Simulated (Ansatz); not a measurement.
Data:

InRu3N:
```
InRu3N
1.0
    4.03663     0.00000     0.00000
    0.00000     4.03663     0.00000
    0.00000     0.00000     4.03663
In Ru N
1 3 1
Cartesian
  0.00000   0.00000   0.00000
  0.00000   2.01831   2.01831
  2.01831   0.00000   2.01831
  2.01831   2.01831   0.00000
  2.01831   2.01831   2.01831
```

This is the PBEsol-relaxed structure.

### Question
All from DFT-PBEsol in the program Ansatz with PAW potentials, unless another level is named. Give the electronic character.

### Answer
metallic (no gap).

### Question
Predict the density of states at the Fermi level.

### Answer
0.58 states/eV per atom (mean over ±0.08 eV).

### Question
Next, the formation energy from the elements (no fitted shifts)?

### Answer
0.044 eV/atom.

### Question
Give the gap with spin–orbit coupling.

### Answer
none (metallic).

Space group Pm-3m (anti-perovskite). The start of the workflow was typed in or built on a structure type; neither database checked (COD, Materials Project) lists it. Whether it is the stable phase at ambient conditions was not checked. The PBEsol relaxation kept the symmetry of its start; its stability against distortions is not shown here. The workflow began spin-polarised and lost its moments. The references are the lowest solids computed at this level, not always the standard phases (solids in place of the gases). Scalar-relativistic: spin–orbit coupling is off unless named, which matters more the heavier the elements.

Potentials: the earlier of the program's two PAW sets. The files were generated under PBE; for other functionals the program regenerates the frozen cores, and for LDA and PBEsol the local potential too.
